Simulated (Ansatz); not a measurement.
Ta₄N₅:
```yaml
crystal:
  lattice:
    - [-3.43097, 3.43097, 2.13406]
    - [3.43097, -3.43097, 2.13406]
    - [3.43097, 3.43097, -2.13406]
  atoms:
    - { symbol: Ta, position: [0.21702, 0.60544, 0.82246] }
    - { symbol: Ta, position: [0.78298, 0.39456, 0.17754] }
    - { symbol: Ta, position: [0.39456, 0.21702, 0.61157] }
    - { symbol: Ta, position: [0.60544, 0.78298, 0.38843] }
    - { symbol: N, position: [0.50000, 0.50000, 0.00000] }
    - { symbol: N, position: [0.09150, 0.30878, 0.40029] }
    - { symbol: N, position: [0.90850, 0.69122, 0.59971] }
    - { symbol: N, position: [0.69122, 0.09150, 0.78272] }
    - { symbol: N, position: [0.30878, 0.90850, 0.21728] }
```

Relaxed with r²SCAN. Special points in fractions of this cell's reciprocal vectors: Γ (0.000, 0.000, 0.000); X (0.000, 0.000, 0.500); M (-0.500, 0.500, 0.500); Z (0.347, 0.347, -0.347); Z0 (-0.347, 0.653, 0.347); P (0.250, 0.250, 0.250); N (0.000, 0.500, 0.000).

Q: List the band energies nearest the Fermi level at these points for r²SCAN with spin–orbit coupling in the plane-wave PAW code Ansatz.

A: In eV from the Fermi level; about four levels below and three above (degenerate sets whole), none deeper than 8.9 eV; points with the same levels are listed once.

```csv
k,below,above
Γ,-1.44 -1.44 -1.44 -1.44 -1.02 -1.02,0.60 0.60 1.13 1.13
X,-1.70 -1.70 -0.66 -0.66,0.52 0.52 0.76 0.76
M,-0.46 -0.46 -0.40 -0.40,2.50 2.50 2.68 2.68
Z,-0.58 -0.58 -0.35 -0.35,0.38 0.38 0.46 0.46
P,-3.49 -3.49 -0.48 -0.48,0.76 0.76 0.85 0.85
N,-3.29 -3.29 -1.26 -1.26,0.54 0.54 1.07 1.07
```

Space group I4/m. The workflow started from a Materials Project entry (that database holds measured and hypothetical structures alike); the Crystallography Open Database copy checked does not list it. Whether it is the stable phase at ambient conditions was not checked. The cell was relaxed with r²SCAN under the symmetry of its start; whether a distortion lowers the energy is not shown. No spin polarisation was allowed. With an odd number of electrons in the cell and no spin polarisation, the count alone makes it a metal.

Potentials: the later of the program's two PAW sets.
